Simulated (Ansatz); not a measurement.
AlGaN2:
```xyz
8
Lattice="3.1441 0.0000 0.0000 -1.5721 2.7229 0.0000 0.0000 0.0000 10.1775" Properties=species:S:1:pos:R:3 pbc="T T T"
Ga     0.0000     1.8153     0.0412
N      0.0000     1.8153     1.9980
Ga     1.5721     0.9076     2.6483
N      1.5721     0.9076     4.6124
Al     0.0000     1.8153     5.1881
N      0.0000     1.8153     7.0827
Al     1.5721     0.9076     7.6667
N      1.5721     0.9076     9.5605
```

Relaxed with r²SCAN. Independent-particle spectrum: no excitons, no local fields, no scissors shift; 0.1 eV broadening; ε₁ of the summed bands alone.

### Question
Tabulate the dielectric function from r²SCAN (plane waves, PAW; program Ansatz).

### Answer


```tsv
E (eV)	ε₁ xx	ε₂ xx	ε₁ zz	ε₂ zz
0.0	4.55	0.00	4.74	0.00
0.4	4.56	0.00	4.75	0.00
0.8	4.59	0.00	4.78	0.00
1.2	4.64	0.00	4.83	0.00
1.6	4.71	0.00	4.90	0.00
2.0	4.80	0.00	5.01	0.00
2.4	4.94	0.00	5.15	0.00
2.8	5.14	0.00	5.36	0.00
3.2	5.57	0.04	5.69	0.00
3.6	5.75	0.61	6.22	0.44
4.0	5.72	0.93	6.23	0.83
4.4	5.61	0.97	6.32	1.04
4.8	5.79	0.93	6.52	1.24
5.2	6.25	1.00	6.84	1.46
5.6	6.76	1.33	7.39	1.71
6.0	7.48	2.38	8.73	2.15
6.4	7.10	2.91	8.22	7.00
6.8	7.57	4.06	6.61	6.55
7.2	6.78	5.56	4.89	7.55
7.6	6.22	5.73	4.00	7.01
8.0	5.36	7.61	3.68	7.31
8.4	3.61	6.76	-0.15	7.25
8.8	2.08	7.88	0.24	4.87
9.2	1.46	6.04	0.98	4.01
9.6	0.70	5.75	1.44	3.81
10.0	0.90	5.00	1.94	3.81
10.4	0.92	4.51	2.63	3.54
10.8	1.63	4.89	2.53	6.02
11.2	1.48	5.40	0.65	5.64
11.6	0.54	5.54	0.77	5.30
12.0	0.09	5.06	0.67	5.04
```

### Question
From ε at 4.7 eV (xx: 5.72 + 0.93i), find n, k, the normal reflectivity and the absorption coefficient.

### Answer
n = 2.40, k = 0.194, R = 17 %, α = 2kE/ħc = 92000 cm⁻¹.

With all bands, ε∞ without local fields is 4.69 (xx = yy), 4.87 (zz).

Space group P3m1. The start of the workflow was typed in or built on a structure type; the Crystallography Open Database copy checked does not list it. Its standing as an ambient phase is unchecked. The r²SCAN relaxation kept the symmetry of its start; whether a distortion lowers the energy is not shown. Spin–orbit coupling is left out wherever it is not named.

Potentials: the earlier of the program's two PAW sets.
